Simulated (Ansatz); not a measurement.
**Data sheet: CuI₂ (DFT)**

CuI2:
```yaml
crystal:
  lattice:
    - [3.95653, 0.00000, 0.00000]
    - [-1.97827, 3.42646, 0.00000]
    - [0.00000, 0.00000, 6.53960]
  atoms:
    - { symbol: Cu, position: [0.00000, 0.00000, 0.00000] }
    - { symbol: I, position: [0.33333, 0.66667, 0.23938] }
    - { symbol: I, position: [0.66667, 0.33333, 0.76062] }
```
The run is spin-polarised; directions of the spins, atom by atom: 0 ↑ ↑.

Space group P-3m1 (No. 164), CdI2 type; conventional cell a = b = 3.957 Å, c = 6.540 Å, α = β = 90.00°, γ = 120.00°.

Method: r²SCAN+D4 (plane waves, PAW; program Ansatz). Structure relaxed to zero pressure with the same functional. Other levels are named where they apply.

Cell and energy:

```
Item                                                            Value
-----------------------------------------------------  --------------
Volume per atom                                              29.55 Å³
Density                                                    5.94 g/cm³
Formation energy from the elements (no fitted shifts)  -0.078 eV/atom
```

Electronic structure:

```
Item                                                                         Value
------------------------------------  --------------------------------------------
Electronic character                                             metallic (no gap)
Density of states at the Fermi level  0.84 states/eV per atom (mean over ±0.08 eV)
```

Magnetism:

```
Item                       Value
--------------  ----------------
Magnetic order     ferromagnetic
Net moment      0.33 μB per atom
```

Mechanics:

```
Property                               Value
----------------------------------  --------
Bulk modulus (Birch–Murnaghan fit)  19.7 GPa
Pressure derivative B′                  11.2
```

Charges:

```
Item                         Value
-------------  -------------------
Bader charges  Cu +0.58, I -0.29 e
```

The start of the workflow was typed in or built on a structure type; neither database checked (COD, Materials Project) lists it. Whether it is the stable phase at ambient conditions was not checked. The r²SCAN+D4 relaxation kept the symmetry of its start; its stability against distortions is not shown here. The final state is ferromagnetic, the only order run, not a proven ground state. The cell computed holds one magnetic atom, so no antiferromagnetic order was within reach. Other orbital occupations within this spin state were not tried. No Hubbard U is applied. The compound may be a true metal, but semilocal functionals without U, or a wrong spin order, can also close a gap. The references are the lowest solids computed at this level, not always the standard phases. Spin–orbit coupling is left out wherever it is not named.

Potentials: the earlier of the program's two PAW sets. The files were generated under PBE; for other functionals the program regenerates the frozen cores, and for LDA and PBEsol the local potential too.
